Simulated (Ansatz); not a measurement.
Values for one crystal, relaxed and computed with plane-wave PAW LDA (Ansatz code); other levels are named.

- Volume per atom = 27.84 Å³
- Electronic character = metallic (no gap)
- Hill bulk and shear moduli = 66.0 and 38.5 GPa
- Young's modulus = 96.7 GPa
- Mechanical stability = stable (all eigenvalues of C positive)
- Elastic constants (relaxed ions, GPa) = C11 = 164, C12 = 16.8, C44 = 24.1
- Pressure derivative B′ = 4.2

Q: Pick the material that matches.
A. ZnAg, CsCl type
B. LuBi, rock salt
C. Al3Ni2, La2O3 or Ni2Al3 type
D. HgPt, L1₀ or tetragonal B2

A: B, LuBi, rock salt

Space group Fm-3m (rock salt). The workflow started from a Materials Project entry (that database holds measured and hypothetical structures alike); the Crystallography Open Database copy checked does not list it. With Lu and Bi taken as one species the cell has the higher symmetry Pm-3m, so it may be an ordered model of a mixed-site phase. Its standing as an ambient phase is unchecked. The cell was relaxed with LDA under the symmetry of its start; of distortions, only those at the zone centre were tested. As this level gives no gap, shear constants depend on the k-mesh and smearing (Fermi–Dirac, 0.1 eV here). Spin–orbit coupling is left out wherever it is not named.

Potentials: the later of the program's two PAW sets.
